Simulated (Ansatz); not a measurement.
ZrPRu in space group Pnma (No. 62; Zr on 4c, P on 4c, Ru on 4c), r²SCAN (plane waves, PAW; program Ansatz), all energies at zero smearing, with the estimated change up to a 700 eV cutoff added, with one set of potentials and settings (totals compare only within such a set). Cell of 12 atoms (4 Zr, 4 P, 4 Ru): -43394.274 eV.

| element | reference phase | E (eV/atom) |
|---|---|---|
| Zr | P6_3/mmc, 2 atoms in the cell | -4195.0260 |
| P | Cmce, 4 atoms in the cell | -759.1646 |
| Ru | P6_3/mmc, 2 atoms in the cell | -5890.7039 |

Formation energy per atom, worked out: (-43394.274 − 4×(-4195.0260) − 4×(-759.1646) − 4×(-5890.7039))/12 = -1.225 eV/atom (-118 kJ per mol of atoms), at 0 K, without zero-point energy or fitted corrections.

The first step of the workflow began from a Materials Project structure, measured or hypothetical; the Crystallography Open Database copy checked does not list it. Whether it is the stable phase at ambient conditions was not checked. The r²SCAN relaxation kept the symmetry of its start; whether a distortion lowers the energy is not shown. The run is not spin-polarised. The references are the lowest solids computed at this level, not always the standard phases.

Potentials: the later of the program's two PAW sets.
